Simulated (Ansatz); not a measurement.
FeB2:
```yaml
crystal:
  lattice:
    - [2.97954, 0.00000, 0.00000]
    - [-1.48977, 2.58036, 0.00000]
    - [0.00000, 0.00000, 3.16692]
  atoms:
    - { symbol: B, position: [0.33333, 0.66667, 0.50000], spin: 0.1 }
    - { symbol: B, position: [0.66667, 0.33333, 0.50000], spin: 0.1 }
    - { symbol: Fe, position: [0.00000, 0.00000, 0.00000], spin: 3.0 }
```

Relaxed with r²SCAN.

Map the valence electron density (e/Å³), cut off at 0.8 on the plane through (0.333, 0.667, 0.500) spanned by u = [0, 0, 1] and v = [1, -1, 0] in lattice vectors, from DFT-r²SCAN in the program Ansatz with PAW potentials.

x is the fraction of u, y of v (the angle between them is 90°; rows are the nearest grid lines); atoms in the plane: B at (0.00, 0.00), B at (0.00, 0.33), Fe at (0.50, 0.67).
```
y \ x   0.000  0.0625  0.188  0.250  0.375  0.438  0.562  0.625  0.750  0.812  0.938   1.00
------  -----  ------  -----  -----  -----  -----  -----  -----  -----  -----  -----  -----
1.00    0.221   0.360  0.530  0.408  0.224  0.185  0.185  0.224  0.408  0.530  0.360  0.221
0.923   0.702   0.698  0.519  0.391  0.237  0.206  0.206  0.237  0.391  0.519  0.698  0.702
0.846   0.525   0.503  0.394  0.353  0.389  0.438  0.438  0.389  0.353  0.394  0.503  0.525
0.769   0.263   0.265  0.313  0.466  0.800  0.800  0.800  0.800  0.466  0.313  0.265  0.263
0.692   0.167   0.175  0.333  0.800  0.800  0.800  0.800  0.800  0.800  0.333  0.175  0.167
0.615   0.185   0.191  0.325  0.756  0.800  0.800  0.800  0.800  0.756  0.325  0.191  0.185
0.538   0.329   0.326  0.326  0.399  0.800  0.800  0.800  0.800  0.399  0.326  0.326  0.329
0.462   0.644   0.612  0.438  0.363  0.293  0.296  0.296  0.293  0.363  0.438  0.612  0.644
0.385   0.542   0.592  0.535  0.400  0.229  0.193  0.193  0.229  0.400  0.535  0.592  0.542
0.308   0.332   0.442  0.536  0.407  0.224  0.187  0.187  0.224  0.407  0.536  0.442  0.332
0.231   0.800   0.800  0.543  0.394  0.231  0.197  0.197  0.231  0.394  0.543  0.800  0.800
0.154   0.800   0.800  0.524  0.386  0.232  0.201  0.201  0.232  0.386  0.524  0.800  0.800
0.0769  0.800   0.791  0.550  0.400  0.229  0.194  0.194  0.229  0.400  0.550  0.791  0.800
0.000   0.221   0.360  0.530  0.408  0.224  0.185  0.185  0.224  0.408  0.530  0.360  0.221
```

The density is the valence pseudo-density with augmentation charge, so density and ELF within about 1 Å of a nucleus are not all-electron values.

Space group P6/mmm. The workflow started from an entry of the Crystallography Open Database (COD). Whether it is the stable phase at ambient conditions was not checked. The r²SCAN relaxation kept the symmetry of its start; its stability against distortions is not shown here. Spin order of the final state: ferromagnetic, chosen from 5 collinear starts compared on coarse meshes (ties went to the first, and starts can fall back to one state), not a proven ground state. Other orbital occupations within this spin state were not tried.

Potentials: the later of the program's two PAW sets.
